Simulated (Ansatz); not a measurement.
SiGe: computed property card

SiGe:
```yaml
crystal:
  lattice:
    - [3.18032, 0.00000, 0.00000]
    - [0.00000, 3.18032, 0.00000]
    - [0.00000, 0.00000, 3.18032]
  atoms:
    - { symbol: Ge, position: [0.00000, 0.00000, 0.00000] }
    - { symbol: Si, position: [0.50000, 0.50000, 0.50000] }
```

Space group Pm-3m (No. 221), CsCl type; conventional cell a = b = c = 3.180 Å, α = β = γ = 90.00°.

Method: DFT-LDA in the program Ansatz with PAW potentials. Structure relaxed to zero pressure with the same functional. Other levels are named where they apply.

**Cell and energy**

```json
{
  "volume_per_atom": "16.08 Å³",
  "density": "5.20 g/cm³",
  "Formation energy from the elements (no fitted shifts)": "0.45 eV/atom"
}
```

**Electronic structure**

```json
{
  "electronic_character": "metallic (no gap)",
  "Density of states at the Fermi level": "0.47 states/eV per atom (mean over ±0.08 eV)"
}
```

**Mechanics**

```json
{
 "Bulk modulus (Birch–Murnaghan fit)": "87.0 GPa",
 "Pressure derivative B′": "4.8",
 "Elastic constants (relaxed ions, GPa)": "C11 = 69.3, C12 = 96.4, C44 = 19.4",
 "mechanical_stability": "unstable (C has a negative eigenvalue)"
}
```

**Phonons**

```json
{
 "highest_zone_centre_frequency": "141 cm⁻¹",
 "zone_centre_stability": "no imaginary mode at Γ",
 "dynamical_stability_on_the_path": "unstable, down to 102i cm⁻¹"
}
```

A made-up cell: these elements were put on the sites of a structure type; neither database checked (COD, Materials Project) lists it. Whether it is the stable phase at ambient conditions was not checked. The LDA relaxation kept the symmetry of its start. As this level gives no gap, shear constants depend on the k-mesh and smearing (Fermi–Dirac, 0.1 eV here). As this level gives no gap, phonon frequencies hold no LO–TO term and depend on the k-mesh and smearing (Fermi–Dirac, 0.1 eV here). On the denser mesh and wider smearing of the elastic run this cell carries a stress of 0.4 GPa. The references are the lowest solids computed at this level, not always the standard phases. Spin–orbit coupling is left out wherever it is not named.

Potentials: the later of the program's two PAW sets.
